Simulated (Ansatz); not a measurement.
Ti3CuC2 in space group P6_3/mmc (No. 194; Ti on 4f, Ti on 2a, Cu on 2b, C on 4f) at seven volumes, PBE in the plane-wave PAW code Ansatz, shape and atoms relaxed at each. One row is withheld.

| V (Å³/atom) | P (GPa) |
|---|---|
| 11.075 | 18.07 |
| 11.441 | 10.87 |
| 11.806 | ? |
| 12.171 | 0.01 |
| 12.536 | -3.99 |
| 12.901 | -6.81 |
| 13.266 | -9.45 |

Q: Fit the shown pressures and predict the withheld one.

A: Third-order Birch–Murnaghan: P = (3/2)B₀(x^(7/2) − x^(5/2))[1 + (3/4)(B′ − 4)(x − 1)] with x = (V₀/V)^(2/3). Least squares on the six rows gives V₀ = 12.173 Å³/atom, B₀ = 143.3 GPa, B′ = 6.19. At V = 11.806, x = 1.0206 and P = 4.82 GPa. The run itself gave 4.95 GPa.

The start of the workflow was typed in or built on a structure type; neither database checked (COD, Materials Project) lists it. Whether it is the stable phase at ambient conditions was not checked. Symmetry was held in the PBE relaxation; its stability against distortions is not shown here. The run is not spin-polarised.

Potentials: the earlier of the program's two PAW sets.
